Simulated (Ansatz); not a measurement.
Input and command of a plane-wave DFT calculation in Ansatz:

```yaml
crystal:
  lattice:
    - [3.6262944914, 0.0, 0.0]
    - [-1.8131472457, 3.1404631511, 0.0]
    - [0.0, 0.0, 15.083245]
  atoms:
    - { symbol: In, position: [0.6666666667, 0.3333333333, 0.590021] }
    - { symbol: In, position: [0.6666666667, 0.3333333333, 0.409979] }
    - { symbol: O, position: [0.0, 0.0, 0.639867] }
    - { symbol: O, position: [0.0, 0.0, 0.360133] }
basis:
  ecutwfc: 420
kpoints:
  mp_grid: { grid: [12, 12, 2] }
hamiltonian:
  xc: pbesol
scf:
  occupations: { method: gaussian, width: 0.03 }
output:
  forces: true
  stress: true
  eigenvalues: true
```

```bash
ansatz run input.yaml --threads 1 --pin off --max-ram 2560MiB --backend cpu --events-out ev --progress --plain --runs-dir out
```

Processor: Intel(R) Xeon(R) Platinum 8259CL CPU @ 2.50GHz (Skylake/Cascade Lake), 1 thread, on a host shared with other jobs.

**Question.** How long does it run, and how much memory does it take?

**Answer.** About 18 s on 1 thread of Intel(R) Xeon(R) Platinum 8259CL CPU @ 2.50GHz (Skylake/Cascade Lake), on a shared host, peak memory 0.47 GiB. It solves 23 bands at 38 k points (the mesh reduced by symmetry) with about 3315 plane waves, in 7 SCF iterations.
